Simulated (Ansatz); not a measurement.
BeSe:
```cif
data_Be4Se4
_chemical_formula_sum 'Se4 Be4'
_space_group_name_H-M_alt 'F-43m'
_space_group_IT_number 216
_space_group_name_Hall 'F -4 2 3'
_cell_length_a 5.17769
_cell_length_b 5.17769
_cell_length_c 5.17769
_cell_angle_alpha 90.000
_cell_angle_beta 90.000
_cell_angle_gamma 90.000
loop_
_atom_site_label
_atom_site_type_symbol
_atom_site_symmetry_multiplicity
_atom_site_Wyckoff_symbol
_atom_site_fract_x
_atom_site_fract_y
_atom_site_fract_z
_atom_site_occupancy
Se1 Se 4 c 0.25000 0.25000 0.25000 1
Be1 Be 4 a 0.00000 0.00000 0.00000 1
```
(The calculation used a cell of 2 atoms; values per cell refer to that cell.)

Relaxed with PBE.

Give the optical modes at the zone centre with their infrared and Raman activity from DFPT, DFT-PBE in the program Ansatz with PAW potentials.

Transverse frequencies, without the LO–TO term; a row sums one degenerate level.

| ω (cm⁻¹) | degeneracy | IR ((D/Å)²/amu) | Raman (Å⁴/amu) | activity | symmetry |
|---|---|---|---|---|---|
| 492 | 3 | 21.07 | 120 | IR+Raman | T2 |

How high does the top mode go among those that the LO–TO term moves?

560 cm⁻¹ for q along x.

The cell was relaxed with PBE under the symmetry of its start; phonons on a q-mesh show no instability.

Potentials: the later of the program's two PAW sets.
